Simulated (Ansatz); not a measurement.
SiGe3:
```
CELL_PARAMETERS angstrom
     -1.88782     1.88782     5.03202
      1.88782    -1.88782     5.03202
      1.88782     1.88782    -5.03202
ATOMIC_POSITIONS crystal
  Si 0.00000 0.00000 0.00000
  Ge 0.75000 0.25000 0.50000
  Ge 0.25000 0.75000 0.50000
  Ge 0.50000 0.50000 0.00000
```

Relaxed with r²SCAN+D4.

Task: Give the Bader charges and basin volumes of the independent atoms, r²SCAN+D4 (plane waves, PAW; program Ansatz).

Result: 

```
atom  Bader charge (e)  Bader volume (Å³)
----  ----------------  -----------------
Si1              +0.02               17.7
Ge2              +0.02               17.9
Ge4              -0.05               18.2
```

Space group I4/mmm. The workflow started from a Materials Project entry (that database holds measured and hypothetical structures alike); the Crystallography Open Database copy checked does not list it. Its standing as an ambient phase is unchecked. The cell was relaxed with r²SCAN+D4 under the symmetry of its start; its stability against distortions is not shown here. Its formation energy is positive at this level, so the cell may be metastable or incomplete.

Potentials: the later of the program's two PAW sets.
